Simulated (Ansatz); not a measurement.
Trial structure of Cd₄S, not yet relaxed:

```
Cd S
1.0
     4.91096    0.00000    0.00000
    -2.45548    4.25301    0.00000
     0.00000    0.00000    4.22060
Cd S
4 1
Cartesian
  0.0000 2.8353 0.0000
  2.4555 1.4177 0.0000
  0.0000 2.8353 2.1103
  2.4555 1.4177 2.1103
  0.0000 0.0000 0.0000
```

Theory: Ansatz 0.2.0, DFT PBE, scalar-relativistic, plane waves, PAW. Cutoff 420 eV; k points 6×6×4 on the computed 5-atom cell (Γ-centred); Gaussian smearing, width 0.10 eV; no spin polarisation.

Energies over the elements count from the elements' standard structures at the same level, with no fitted energy shifts.

Problem. How far from equilibrium is it?

Solution. The pressure is 73.7 GPa (the mean over three directions, positive in compression), the largest force is 0.00 eV/Å (symmetry fixes the atoms), and the energy is +2.33 eV/atom against the elements. The shortest distance is 2.11 Å.

Problem. Is it a good guess?

Solution. A poor one: relaxing gains about 2.2 eV/atom (the start's value is from the coarse mesh, so the gain is rough) in 18 ionic steps and ends at +0.15 eV/atom on the finer mesh. The symmetry stays P6/mmm (No. 191). The volume per atom grows by 53.8 %, from 17.6 to 27.1 Å³. The shortest distance goes from 2.11 Å (Cd–Cd) to 2.95 Å (Cd–S and Cd–Cd). The ratio c/a of the conventional cell changes by a factor of 1.37. Conventional cell: a = 5.110 Å, c = 5.995 Å. Cd on its first site has 3 S at 2.95 Å and 5 Cd at 2.95–3.00 Å; Cd on its second site is surrounded by 5 Cd at 2.95–3.00 Å; S is surrounded by 6 Cd at 2.95 Å.

The last run used a 12×12×6 mesh (in the run's order of axes) for its 5-atom cell and Gaussian smearing of 0.10 eV. The reference form of S is held partly by dispersion forces, which this level lacks. The relaxation can't lower the symmetry of the start, and the grade says only how near the guess is to its own end. A structure relaxed within its symmetry needn't be a true minimum. Another cell of Cd4S relaxed alike, in P4/mmm, lies 29 meV/atom lower, so this cell isn't the stable form at this level.
